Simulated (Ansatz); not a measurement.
**Relaxing a structure of TiC**

The start is a relaxed TiC cell, doubled along one cell vector, shaken by Gaussian noise of σ = 0.08 Å a coordinate. Cell shape, volume and atoms are optimised at zero target pressure with r2SCAN (plane waves to 500 eV, PAW, scalar-relativistic; Ansatz, an electronic-structure program). First-step values are on the input's coarse k-mesh.

Ansatz input (later rounds restart from its end on a renewed k-mesh):
Ansatz 0.2 input:
```yaml
crystal:
  lattice:
    - [0, 2.1642285525, 2.1642285525]
    - [2.1642285525, 0, 2.1642285525]
    - [4.328457105, 4.328457105, 0]
  atoms:
    - { symbol: Ti, position: [0.02853676, 0.008608596, -0.0230853285] }
    - { symbol: Ti, position: [0.0131024251, -0.0074960574, 0.4798644035] }
    - { symbol: C, position: [0.5408249587, 0.4665072521, 0.2375552352] }
    - { symbol: C, position: [0.4889118792, 0.5145979812, 0.7313310301] }
basis: { ecutwfc: 500, ecutrho_ratio: 4, xc_grid: 4, fft_grid_basis: typed }
kpoints: { mp_grid: { grid: [9, 9, 5] } }
hamiltonian:
  xc: r2scan
  dispersion: none
  pseudopotentials: { azcp: { folder: ./paw }, kind: paw }
scf: { occupations: { method: fermi_dirac, width: 0.05 } }
relax: { f_tol: 0.01, max_steps: 100, cell: { stress_tol: 0.02 } }
output: { forces: true, stress: true }
```

Question: Which atoms feel the largest initial force, and how large is it?

Answer: About 1.4 eV/Å, on C3 (atoms numbered as listed).

Question: By how much does the energy per atom fall from start to end?

Answer: 0.03 eV/atom.

Question: Does it find its way back to the structure it was made from?

Answer: It returns to the parent structure, Fm-3m (No. 225).

It ends as:

Space group Fm-3m (No. 225); a = 4.329 Å, b = 4.329 Å, c = 4.329 Å, α = 90.00°, β = 90.00°, γ = 90.00°

```tsv
atom	site	symmetry	x	y	z
Ti	4a	m-3m	0.0000	0.0000	0.0000
C	4b	m-3m	0.5000	0.5000	0.5000
```
(The calculation used a cell of 2 atoms; values per cell refer to that cell.)

Final values are on a 18×18×18 k-mesh of the relaxed cell. No spin polarisation in the result.
